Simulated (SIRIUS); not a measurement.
A self-consistent single point of MgZn₃O₄ (Cm, 8 atoms in the cell; from Materials Project mp-1221958, changed as shown).

```xyz
8
Lattice="5.7568 -1.5883 0.0000 5.7568 1.5883 0.0000 -2.6073 0.0000 4.8214" Properties=species:S:1:pos:R:3 pbc="T T T"
Mg     0.4947     0.0000     4.4357
Zn     7.5582     0.0000     2.0043
Zn     3.5841     0.0000     4.0027
Zn    10.6375     0.0000     1.6157
O     -1.1935     0.0000     3.5143
O      5.8434     0.0000     1.0853
O      8.9460     0.0000     0.6750
O      1.8746     0.0000     3.0997
```

Computed with PBEsol, PseudoDojo 0.4 standard norm-conserving PBEsol (tails mended) pseudopotentials (plane waves; SIRIUS).

SIRIUS settings:

| setting | value |
|---|---|
| parameters.ngridk | 6 6 4 |
| parameters.xc_functionals | [XC_GGA_X_PBE_SOL, XC_GGA_C_PBE_SOL] |
| parameters.gk_cutoff | 9.165 1/bohr |
| parameters.pw_cutoff | 18.331 1/bohr |
| parameters.smearing | fermi_dirac |
| parameters.smearing_width | 0.00183747 Ha |
| potentials | PseudoDojo 0.4 standard norm-conserving PBEsol (tails mended) pseudopotentials |
| parameters.electronic_structure_method | pseudopotential |
| parameters.num_bands | 56 |
| parameters.num_mag_dims | 0 |
| parameters.num_dft_iter | 100 |
| parameters.energy_tol | 1e-07 Ha |
| parameters.density_tol | 1e-06 |
| mixer.type | anderson |
| mixer.beta | 0.7 |
| mixer.use_hartree | false |

Results:

- Number of valence electrons = 94
- Number of bands = 56
- Number of k-points after the program's reduction = 47
- Number of plane waves (most at a k-point) = 7763
- Number of SCF iterations = 18
- FFT grid = 72 × 72 × 64
- Free energy E − TS = -20467.9724 eV
- Gap on the k-point mesh = 1.45 eV
- Pressure = 10.42 GPa
- Largest force (vector length) = 0.079 eV/Å

Forces (eV/Å):
```json
[
 {"atom": "Mg1", "Fx": "0.055", "Fy": "0.000", "Fz": "0.037"},
 {"atom": "Zn2", "Fx": "0.005", "Fy": "0.000", "Fz": "0.009"},
 {"atom": "Zn3", "Fx": "0.003", "Fy": "0.000", "Fz": "-0.008"},
 {"atom": "Zn4", "Fx": "-0.016", "Fy": "0.000", "Fz": "-0.005"},
 {"atom": "O5", "Fx": "-0.072", "Fy": "0.000", "Fz": "-0.032"},
 {"atom": "O6", "Fx": "-0.008", "Fy": "0.000", "Fz": "-0.009"},
 {"atom": "O7", "Fx": "0.003", "Fy": "0.000", "Fz": "0.075"},
 {"atom": "O8", "Fx": "0.026", "Fy": "0.000", "Fz": "-0.064"}
]
```

Stress (GPa, positive for compression):
```
10.38   0.00   0.00
 0.00  10.55   0.00
 0.00   0.00  10.33
```

Gaps are taken between levels on the mesh.

For comparison: a first run was changed to give this one (lattice scaled by 0.98), and from it to this one the free energy goes up by 22.8 meV/atom, the pressure goes from 0.61 to 10.42 GPa, the largest force goes from 0.147 to 0.079 eV/Å and the gap on the mesh goes from 1.330 to 1.453 eV.

The structure comes from a collection of computed structures, made at another level of theory; the collection holds predicted forms beside known ones. Its lattice was then scaled.

Cost on one core: around 9 core-minutes (rough).

“Tails mended”: in these copies of the files the far tail of each local potential was reset to the Coulomb form.
